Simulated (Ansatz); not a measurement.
A: LiH (rock salt), a = b = c = 4.0071 Å, α = β = γ = 90.00°
B: Nb3Sn (A15, Cr3Si type), a = b = c = 5.319 Å, α = β = γ = 90.00°
C: CsPbBr3 (cubic perovskite), a = 6.003 Å, b = 6.003 Å, c = 6.003 Å, α = 90.00°, β = 90.00°, γ = 90.00°
D: ZnSe (zinc blende), a = b = c = 5.7330 Å, α = β = γ = 90.00°
E: ZrO₂ (fluorite), a = 5.116 Å, b = 5.116 Å, c = 5.116 Å, α = 90.00°, β = 90.00°, γ = 90.00°

Scan: energy against volume (even scaling of the relaxed cell, symmetry kept). One method and one kind of scan serve all of them; meshes and ranges differ. All were relaxed with their symmetry unable to fall. Nb3Sn is run without spin polarisation. Spin-orbit coupling is left out. This is a high-temperature form of CsPbBr3. This is a high-temperature form of ZrO2. ZrO2 is run without spin polarisation.

Task: Rank these by bulk modulus (fitted) (highest first), as PBE (plane waves to 420 eV, PAW, scalar-relativistic; Ansatz, a first-principles code) gives it.

Result: E (236 GPa), B (161 GPa), D (56.6 GPa), A (36.3 GPa), C (18.5 GPa)

(A scan under strain: stresses follow from slopes of the energy per volume, elastic moduli from its curvatures.)
